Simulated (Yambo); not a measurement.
Absorption of K2NaScF6 (space group Fm-3m, No. 225) with and without the electron-hole interaction (Yambo, LDA bands; 4×4×4 mesh, 18 valence and 12 conduction bands, static screening with 98 bands and a 3 Ry block, scissor 4.04 eV, Tamm-Dancoff; field along x).

```tsv
E (eV)	Im ε, BSE	Im ε, independent quasiparticles
6.60	0.04	0.01
6.70	0.04	0.01
6.80	0.05	0.01
6.90	0.05	0.01
7.00	0.06	0.01
7.10	0.06	0.01
7.20	0.07	0.01
7.30	0.08	0.01
7.40	0.10	0.01
7.50	0.12	0.01
7.60	0.15	0.02
7.70	0.20	0.02
7.80	0.29	0.02
7.90	0.45	0.02
8.00	0.50	0.02
8.10	0.47	0.02
8.20	0.56	0.02
8.30	0.87	0.02
8.40	1.18	0.02
8.50	0.96	0.02
8.60	0.81	0.02
8.70	0.94	0.03
8.80	1.10	0.03
8.90	1.02	0.03
9.00	1.13	0.03
9.10	1.64	0.03
9.20	2.89	0.04
9.30	4.46	0.04
9.40	3.55	0.04
9.50	2.02	0.04
9.60	1.29	0.05
9.70	1.02	0.05
9.80	1.03	0.06
9.90	1.31	0.06
10.00	1.98	0.07
10.10	2.68	0.08
10.20	2.51	0.09
10.30	2.72	0.11
10.40	3.25	0.13
10.50	2.92	0.16
10.60	2.21	0.21
10.70	2.24	0.27
10.80	2.49	0.30
10.90	2.09	0.35
11.00	1.71	0.47
11.10	1.24	0.70
11.20	0.94	1.11
11.30	0.75	1.77
11.40	0.71	2.41
11.50	0.71	2.67
11.60	0.80	2.98
11.70	0.91	2.70
11.80	0.91	2.08
11.90	1.01	1.60
12.00	1.05	1.22
12.10	1.26	1.13
12.20	1.17	1.16
12.30	0.93	1.14
12.40	0.88	1.17
12.50	0.77	1.18
12.60	0.76	1.28
12.70	0.69	1.33
12.80	0.62	1.30
12.90	0.61	1.08
13.00	0.53	0.99
13.10	0.55	1.11
13.20	0.52	1.31
13.30	0.48	1.59
13.40	0.50	1.94
13.50	0.44	2.19
```

The scissor comes from a G0W0 run whose convergence isn't established. Broadening 0.15 eV. The band window holds all transitions up to 15.6 eV. Fine structure above the onset can come from the mesh.

Geometry of the Materials Project entry, not relaxed at this level; primitive cell a = b = c = 6.0880 Å, α = β = γ = 60.00°.
